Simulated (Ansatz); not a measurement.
The relaxed structure here is a generated cell of CuI: the first start was made by placing the elements on the sites of a structure type, and the end was not matched to a known phase here, so it may be hypothetical. Known forms of CuI include space group No. 216.

One stationary structure of CuI. Space group P4₂/mnm (No. 136), AFLOW prototype AB_tP8_136_g_f (as in BeO). Computed with r2SCAN (plane waves to 500 eV, PAW, scalar-relativistic; Ansatz, an electronic-structure program).

```xyz
8
Lattice="7.1310 0.0000 0.0000 0.0000 7.1310 0.0000 0.0000 0.0000 4.3726" Properties=species:S:1:pos:R:3 pbc="T T T"
Cu     2.6470     4.4840     0.0000
Cu     6.2125     6.2125     2.1863
Cu     0.9185     0.9185     2.1863
Cu     4.4840     2.6470     0.0000
I      1.9547     1.9547     0.0000
I      5.5202     1.6108     2.1863
I      1.6108     5.5202     2.1863
I      5.1763     5.1763     0.0000
```

Question: Predict the band gap from r2SCAN.

Answer: 1.59 eV, direct at Γ (no spin-orbit coupling).

No spin polarisation in the result. Spin-orbit coupling is missing; with elements this heavy it can move band edges by tenths of an eV or more.

The run could not lose the symmetry of its start: the end is stationary, and may be a saddle point rather than a minimum.
